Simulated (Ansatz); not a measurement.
TiC in space group Cmcm (No. 63; C on 4c, Ti on 4c) at seven volumes, PBE (plane waves, PAW; program Ansatz), shape and atoms relaxed at each. One row is withheld.

```json
[
 {"V (Å³/atom)": "9.610", "P (GPa)": "13.20"},
 {"V (Å³/atom)": "9.927", "P (GPa)": "7.54"},
 {"V (Å³/atom)": "10.244", "P (GPa)": "2.88"},
 {"V (Å³/atom)": "10.560", "P (GPa)": "0.00"},
 {"V (Å³/atom)": "10.877", "P (GPa)": "?"},
 {"V (Å³/atom)": "11.194", "P (GPa)": "-3.20"},
 {"V (Å³/atom)": "11.511", "P (GPa)": "-3.77"}
]
```

Problem. Fit the shown pressures and predict the withheld one.

Solution. P = (3/2)B₀(x^(7/2) − x^(5/2))[1 + (3/4)(B′ − 4)(x − 1)] with x = (V₀/V)^(2/3). Least squares on the six rows gives V₀ = 10.562 Å³/atom, B₀ = 81.9 GPa, B′ = 12.64. At V = 10.877, x = 0.9806 and P = -1.98 GPa. The run itself gave -2.02 GPa.

A made-up cell: these elements were put on the sites of a structure type; neither database checked (COD, Materials Project) lists it. It is not the phase usual at ambient conditions (space group No. 225). Symmetry was held in the PBE relaxation; its stability against distortions is not shown here. The run is not spin-polarised.

Potentials: the later of the program's two PAW sets.
